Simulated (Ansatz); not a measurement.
Consider the following.

AgV2O5:
```cif
data_Ag2O10V4
_chemical_formula_sum 'V4 O10 Ag2'
_space_group_name_H-M_alt 'P 1'
_space_group_IT_number 1
_cell_length_a 3.60277
_cell_length_b 11.27055
_cell_length_c 4.76790
_cell_angle_alpha 90.000
_cell_angle_beta 90.000
_cell_angle_gamma 90.000
loop_
_space_group_symop_operation_xyz
  'x, y, z'
loop_
_atom_site_label
_atom_site_type_symbol
_atom_site_fract_x
_atom_site_fract_y
_atom_site_fract_z
_atom_site_occupancy
V1 V 0.00000 0.15136 0.39245 1
V2 V 0.00000 0.84864 0.39245 1
V3 V 0.50000 0.34864 0.60755 1
V4 V 0.50000 0.65136 0.60755 1
O1 O 0.00000 0.00000 0.51781 1
O2 O 0.50000 0.50000 0.48219 1
O3 O 0.00000 0.13641 0.05426 1
O4 O 0.00000 0.86359 0.05426 1
O5 O 0.50000 0.36359 0.94574 1
O6 O 0.50000 0.63641 0.94574 1
O7 O 0.50000 0.17981 0.50483 1
O8 O 0.50000 0.82019 0.50483 1
O9 O 0.00000 0.32019 0.49517 1
O10 O 0.00000 0.67981 0.49517 1
Ag1 Ag 0.00000 0.50000 0.10122 1
Ag2 Ag 0.50000 0.00000 0.89878 1
```
The run is spin-polarised.

This is the r²SCAN+D4-relaxed structure.

All from plane-wave PAW r²SCAN+D4 (Ansatz code), unless another level is named. Give the magnetic order.

ferromagnetic.

Next, the Bader charges?

V +2.21, O -1.17 to -0.89, Ag +0.79 e.

Space group Pmmn. The cell is a constructed one: a structure type filled with these elements; neither database checked (COD, Materials Project) lists it. Whether it is the stable phase at ambient conditions was not checked. Symmetry was held in the r²SCAN+D4 relaxation; its stability against distortions is not shown here. Magnetic state: ferromagnetic, chosen from 3 collinear starts compared on coarse meshes (ties went to the first, and starts can fall back to one state), not a proven ground state. Other orbital occupations within this spin state were not tried. No Hubbard U is applied.

Potentials: the later of the program's two PAW sets.
